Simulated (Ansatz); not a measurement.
Values for one crystal, relaxed and computed with r²SCAN in the plane-wave PAW code Ansatz; other levels are named.

| Item | Value |
|---|---|
| Volume per atom | 13.44 Å³ |
| Band gap | 3.07 eV (direct) |
| Electron effective mass | 0.20, 0.37, 0.37 mₑ (principal values) |
| Formation energy from the elements (no fitted shifts) | -2.55 eV/atom |
| Hole effective mass with spin–orbit coupling | 0.26, 0.79, 0.79 mₑ (principal values) |
| Bulk modulus (Birch–Murnaghan fit) | 172 GPa |
| Electron effective mass with spin–orbit coupling | 0.21, 0.41, 0.41 mₑ (principal values) |

Problem. Which of these materials gives this?
A. ScTaPb2O6, Fm-3m (Sc on 4a, Ta on 4b, Pb on 8c, O on 24e)
B. Cr2O3, corundum
C. Li2O, anti-fluorite
D. BaZrO3, cubic perovskite

Solution. A, ScTaPb2O6, Fm-3m (Sc on 4a, Ta on 4b, Pb on 8c, O on 24e)

The workflow started from a Materials Project entry (that database holds measured and hypothetical structures alike); the Crystallography Open Database copy checked does not list it. Whether it is the stable phase at ambient conditions was not checked. The cell was relaxed with r²SCAN under the symmetry of its start; its stability against distortions is not shown here. The run is not spin-polarised. The references are the lowest solids computed at this level, not always the standard phases (solids in place of the gases). Spin–orbit coupling is left out wherever it is not named.

Potentials: the later of the program's two PAW sets.
